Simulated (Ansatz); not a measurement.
PbC6 in space group P6/mmm (No. 191; C on 6j, Pb on 1b), r²SCAN+D4 (plane waves, PAW; program Ansatz), all energies at zero smearing, with the estimated change up to a 700 eV cutoff added, with one set of potentials and settings (totals compare only within such a set). Cell of 7 atoms (6 C, 1 Pb): -13429.953 eV.

```tsv
element	reference phase	E (eV/atom)
C	P6_3/mmc, 4 atoms in the cell	-251.7456
Pb	Fm-3m, 1 atoms in the cell	-11920.9940
```

Formation energy per atom, worked out: (-13429.953 − 6×(-251.7456) − 1×(-11920.9940))/7 = 0.216 eV/atom (21 kJ per mol of atoms), at 0 K, without zero-point energy or fitted corrections.

A made-up cell: these elements were put on the sites of a structure type; neither database checked (COD, Materials Project) lists it. Whether it is the stable phase at ambient conditions was not checked. Symmetry was held in the r²SCAN+D4 relaxation; its stability against distortions is not shown here. The references are the lowest solids computed at this level, not always the standard phases. Spin–orbit coupling is left out wherever it is not named.

Potentials: the later of the program's two PAW sets.
